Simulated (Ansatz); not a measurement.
## From the elastic tensor of Sn₃GeTe₄ to moduli and sound speeds

The calculation used DFT PBE, scalar-relativistic, plane waves, PAW in Ansatz. Settings: 420 eV plane-wave cutoff, Γ-centred 6×6×6 mesh, Gaussian smearing of 0.01 eV. No spin polarisation.

Space group R3m (No. 160), trigonal, a = 8.939 Å, c = 11.250 Å. Around Sn lie 6 Te at 3.09–3.29 Å; Ge is surrounded by 3 Te at 2.86 Å and 3 Te at 3.55 Å; Te on a site of symmetry 3m has 3 Sn at 3.09 Å and 3 Sn at 3.29 Å; Te on a site of symmetry m is surrounded by 1 Ge at 2.86 Å, 4 Sn at 3.11–3.28 Å and 1 Ge at 3.55 Å.

The structure comes from a generated guess, relaxed at this level; another structure or a mixture of phases may lie lower. Spin–orbit coupling is left out, which matters for heavy elements.

Relaxed-ion constants (GPa, on the Cartesian axes of the calculation):
```
 65.5  16.1  22.6  13.4   0.0   0.0
 16.1  65.5  22.6 -13.4   0.0   0.0
 22.6  22.6  36.6   0.0   0.0   0.0
 13.4 -13.4   0.0  25.3   0.0   0.0
  0.0   0.0   0.0   0.0  25.3  13.4
  0.0   0.0   0.0   0.0  13.4  24.7
```

Density 6.010 g/cm³; 8 atoms in 259.48 Å³.

With S = C⁻¹: B_V = (C11+C22+C33+2(C12+C13+C23))/9, G_V = (C11+C22+C33−C12−C13−C23+3(C44+C55+C66))/15, 1/B_R = S11+S22+S33+2(S12+S13+S23), 15/G_R = 4(S11+S22+S33−S12−S13−S23)+3(S44+S55+S66); Hill is their mean. Then v_l = √((B+4G/3)/ρ), v_t = √(G/ρ), v_m = [(2/v_t³+1/v_l³)/3]^(−1/3) and Θ = (ħ/k_B)·v_m·(6π²n/V)^(1/3) for n atoms in the volume V; E = 9BG/(3B+G), ν = (3B−2G)/(2(3B+G)) and A^U = 5G_V/G_R + B_V/B_R − 6.

```json
{"Bulk modulus, Voigt / Reuss / Hill": "32.2 / 30.5 / 31.4 GPa", "Shear modulus, Voigt / Reuss / Hill": "22.2 / 15.5 / 18.8 GPa", "Young's modulus": "47 GPa", "Poisson ratio": "0.250", "Pugh ratio B/G": "1.67 (under 1.75, the rule of thumb for brittle)", "Universal anisotropy index": "2.22", "Longitudinal and transverse sound speeds": "3065 and 1769 m/s", "Debye temperature from the mean sound speed": "183 K"}
```
